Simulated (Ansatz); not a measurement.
MgO (rock salt), relaxed and computed with several functionals in Ansatz (plane waves, PAW). Much of their spread follows the volume that each gives.

```json
[
 {"functional": "LDA", "V (Å³/atom)": "8.99", "K_Hill (GPa)": "172"},
 {"functional": "PBEsol", "V (Å³/atom)": "9.35", "K_Hill (GPa)": "158"},
 {"functional": "r²SCAN", "V (Å³/atom)": "9.29", "K_Hill (GPa)": "?"},
 {"functional": "PBE", "V (Å³/atom)": "9.62", "K_Hill (GPa)": "149"}
]
```

**Question.** Fit a straight line to ln K against ln V and predict the withheld value.

**Answer.** Least squares on the 3 shown rows: ln K = -2.12 × ln V + (9.803), with a scatter of 0 %. For r²SCAN this gives 160. The run itself gave 167, outside the scatter: the line misses something about this case.

All cells were relaxed under the symmetry of their starts (and spin orders); stability against distortions was not tested throughout.

Potentials: the later of the program's two PAW sets.

Ansatz (a first-principles code) is a plane-wave DFT program.
